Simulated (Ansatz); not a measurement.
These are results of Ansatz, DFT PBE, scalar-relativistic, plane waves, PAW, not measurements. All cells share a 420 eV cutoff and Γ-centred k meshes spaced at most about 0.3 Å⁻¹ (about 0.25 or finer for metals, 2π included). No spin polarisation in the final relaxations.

These are static total energies at zero pressure.

Two forms of B₂F were relaxed alike.

1.

```yaml
crystal:
  lattice:
    - [2.19452, 0.00000, 0.00000]
    - [-1.09726, 1.90051, 0.00000]
    - [0.00000, 0.00000, 5.11195]
  atoms:
    - { symbol: B, position: [0.00000, 0.00000, 0.69146] }
    - { symbol: B, position: [0.00000, 0.00000, 0.30854] }
    - { symbol: F, position: [0.00000, 0.00000, 0.00000] }
```

2.

```yaml
crystal:
  lattice:
    - [2.96326, 0.00000, 0.00000]
    - [-1.48163, 2.56626, 0.00000]
    - [0.00000, 0.00000, 4.38487]
  atoms:
    - { symbol: B, position: [0.33333, 0.66667, 0.76549] }
    - { symbol: B, position: [0.00000, 0.00000, 0.67238] }
    - { symbol: F, position: [0.00000, 0.00000, 0.34792] }
```

Question: Which would you expect to be lower, and how large is the difference?

Answer: Cell 2 is lower, by 0.59 eV/atom. Cell 1 has space group P6/mmm (No. 191), 7.1 Å³/atom and no gap on its mesh; cell 2 has space group P3m1 (No. 156), 11.1 Å³/atom and no gap. Counting F atoms around B (those within 1.25 times the shortest such distance or 1.15 times the sum of covalent radii, 1.27 where that leaves under three; a plus sign parts nearer from farther groups; the shortest distance is added where it exceeds 1.18 times the sum of covalent radii; a slash parts the counts of unlike sites), cell 1 has B 1 and cell 2 has B 1/3+3 from 2.5 Å. Cell 1 holds B–B pairs (shortest 1.96 Å); cell 2 holds B–B nets (shortest 1.76 Å). In cell 1, B has 1 F at 1.58 Å and 1 B at 1.96 Å; around F lie 2 B at 1.58 Å. In cell 2, B on its first site has 3 B at 1.76 Å; B on its second site has 1 F at 1.42 Å and 3 B at 1.76 Å; F has 1 B at 1.42 Å. Both come from invented guesses.

No dispersion correction is applied, so the spacing and binding between layers, chains or molecules are poorly described (P6/mmm, P3m1), and this can change margins and order among such cells. In P6/mmm, P3m1 an odd number of electrons in the primitive cell allows no gap without spin; a larger cell or a magnetic state could open one. Cells relaxed within their symmetry can be saddle points.
